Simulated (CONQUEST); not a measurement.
## Sensitivity of a calculation on CsPbBr3 (Pm-3m, 5 atoms in the cell; from Materials Project mp-600089) to its settings

```
CELL_PARAMETERS angstrom
      5.94863     0.00000     0.00000
      0.00000     5.94863     0.00000
      0.00000     0.00000     5.94863
ATOMIC_POSITIONS crystal
  Cs 0.00000 0.00000 0.00000
  Pb 0.50000 0.50000 0.50000
  Br 0.50000 0.50000 0.00000
  Br 0.00000 0.50000 0.50000
  Br 0.50000 0.00000 0.50000
```

Base run A: PBE, numerical atomic orbitals double-zeta with polarisation (the shipped basis), PseudoDojo norm-conserving potentials made for PBE (CONQUEST), self-consistent single point.

Its settings: basis = DZP; Diag.MPMeshX, Y, Z = 4 4 4; potentials = PseudoDojo norm-conserving PBE; Grid.GridCutoff = 175 Ha; DM.SolutionMethod = diagon; Diag.kT = 0.0001 Ha; Diag.GammaCentred = true; minE.SCTolerance = 1.0e-07; SC.MaxIters = 100; SC.LinearMixingFactor = 0.5; SC.KerkerPreCondition = true; SC.KerkerFactor = 0.1 1/bohr; AtomMove.TypeOfRun = static.

Spin-orbit coupling is left out, which matters for bands and gaps with elements this heavy. The program uses no crystal symmetry, so grid and mesh can part values that symmetry would make equal. The atom-centred basis is finite, which shifts total energies, pressures and gaps against plane waves. The structure comes from a collection of computed structures, made at another level of theory; the collection holds predicted forms beside known ones.

ΔF is the free energy per atom less that of run A. 

Run A gave: pressure (GPa) 0.76; gap on the mesh (eV) 1.704.

Runs:
- B: atom 5 moved by -0.04 angstrom along x
- C: atom 5 moved by +0.04 angstrom along x
- D: lattice vector b scaled by 0.99
- E: lattice vector b scaled by 1.01
- F: lattice vector c scaled by 0.99
- G: lattice vector c scaled by 1.01

Q: What does run G change against A?

A: The free energy drops by 1.3 meV/atom, the pressure goes from 0.76 to 0.55 GPa and the gap on the mesh goes from 1.704 to 1.693 eV.

Q: What does run D change against A?

A: The free energy goes up by 2.7 meV/atom, the pressure goes from 0.76 to 0.98 GPa and the gap on the mesh goes from 1.704 to 1.644 eV.

Q: What does run B change against A?

A: The free energy stays essentially unchanged (within 1 meV/atom), the pressure stays at 0.76 GPa and the gap on the mesh moves little (1.704 to 1.706 eV).

| run | ΔF (meV/atom) | pressure (GPa) | gap on the mesh (eV) |
|---|---|---|---|
| A | 0.00 | 0.76 | 1.704 |
| B | -0.01 | 0.76 | 1.706 |
| C | -0.01 | 0.76 | 1.706 |
| D | 2.7 | 0.98 | 1.644 |
| E | -1.28 | 0.55 | 1.693 |
| F | 2.7 | 0.98 | 1.644 |
| G | -1.28 | 0.55 | 1.693 |
